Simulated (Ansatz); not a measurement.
Is this Nb2PdSe5 structure a true minimum?

It was reached by relaxing an invented guess, and it needn't be the stable form of this composition.

These are results of DFT PBE, scalar-relativistic, plane waves, PAW in Ansatz 0.2.0, not measurements. Plane waves to 420 eV, a k mesh through Γ of 6×6×4 on the computed 8-atom cell and Gaussian smearing (0.02 eV); no spin polarisation.

The cell below (8 atoms, space group P31m (No. 157)) is relaxed within its symmetry.

```cif
data_structure
_symmetry_space_group_name_H-M 'P 1'
_symmetry_Int_Tables_number 1
_cell_length_a 6.8862
_cell_length_b 6.8862
_cell_length_c 7.0620
_cell_angle_alpha 90.000
_cell_angle_beta 90.000
_cell_angle_gamma 120.000
_cell_volume 290.01
loop_
_atom_site_label
_atom_site_type_symbol
_atom_site_fract_x
_atom_site_fract_y
_atom_site_fract_z
_atom_site_occupancy
Nb1 Nb 0.33333 0.66667 0.75670 1
Nb2 Nb 0.66667 0.33333 0.75670 1
Pd1 Pd 0.00000 0.00000 0.78715 1
Se1 Se 0.33333 0.66667 0.43285 1
Se2 Se 0.66667 0.33333 0.43285 1
Se3 Se 0.33769 0.00000 0.90349 1
Se4 Se 0.00000 0.33769 0.90349 1
Se5 Se 0.66231 0.66231 0.90349 1
```

For the test it was strained at random (σ = 1.5 % a component), the atoms were moved at random (σ = 0.05 Å), and all was relaxed again on a coarse 3×3×2 mesh (in the run’s order of axes) with 0.10 eV smearing, with no symmetry imposed.

Weakly bound directions are ill-defined at this level, which has no dispersion term.

Task: Is the structure stable against such a distortion?

Result: It doesn't return. The energy falls by 53 meV/atom on that mesh, the volume changes by -1.7 %, and the end has space group P1 (No. 1) at a loose tolerance. Relaxed again on a 6×6×4 mesh with 0.02 eV smearing, the new structure lies 55 meV/atom below the first (mesh in the axes of the run's cell; the cell below is made exact in the group named). Space group P1 (No. 1), triclinic, a = 6.556 Å, b = 6.928 Å, c = 7.136 Å, α = 90.2°, β = 91.4°, γ = 118.1°. Nb on its first site is surrounded by 1 Se at 2.28 Å, 3 Se at 2.52–2.57 Å and 1 Pd at 2.89 Å; Nb on its second site has 1 Se at 2.28 Å, 3 Se at 2.52–2.57 Å and 1 Pd at 2.93 Å; Pd has 2 Se at 2.43 Å, 1 Se at 2.68 Å and 2 Nb at 2.89–2.93 Å; Se on its first site is surrounded by 1 Nb at 2.28 Å; 4 more sites not described.

```
Nb Pd Se
1.0
     6.55633    0.00000    0.00000
    -3.26814    6.10839    0.00000
    -0.17153   -0.11858    7.13343
Nb Pd Se
2 1 5
Direct
  0.38550 0.71734 0.75408
  0.66386 0.28029 0.75065
  0.87712 0.99631 0.81455
  0.38205 0.69009 0.43571
  0.68335 0.31760 0.43373
  0.67169 0.61656 0.90952
  0.28283 0.00010 0.87782
  0.05361 0.38170 0.90066
```
